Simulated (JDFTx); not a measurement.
| Item | Result |
|---|---|
| surface | Al(100) |
| bulk | Al, Fm-3m, lattice of mp-134 (not re-optimised) |
| slab | 8 atoms in 4 planes, c(2×2), 6.1 Å between the outermost planes |
| in-plane cell | 4.039 × 4.039 Å, 16.31 Å² |
| cell height | 25.1 Å |
| sampling | 6×6×1 k mesh, Fermi smearing 0.01 Ha, no spin polarisation |

Adsorbate: H on both faces at 0.50 monolayer, started bridge and relaxed in vacuum, keeping the symmetry of the start.

Level of theory: PBE-D3(BJ), GBRV ultrasoft potentials, plane waves to 20/100 Ha; code: JDFTx (a modified build). The adsorption energy per H is [E(slab + 2 H) − E(slab)]/2 − (½ E(H2)), with the gas molecules relaxed at the same level and slab energies taken as (E + F)/2, the usual estimate of zero smearing. In reaction energies these potentials put H₂ about 0.03 eV too high against large-basis PBE. These are electronic energies without vibrational corrections. Both faces are alike, and the cell allows no reconstruction beyond its size.

Predict the adsorption energy and the geometry, and the change of the work function.

0.02 eV. H sits 1.07 Å above the highest substrate atom, bound to 2 Al at 1.79 Å. The work function goes from 4.35 to 4.22 eV. In linear PCM (GLSSA13), water, 1 M NaF, at zero charge, the adsorption energy is 0.02 eV and the potential of zero charge moves from -0.35 to -0.48 V vs SHE (4.44 V convention).
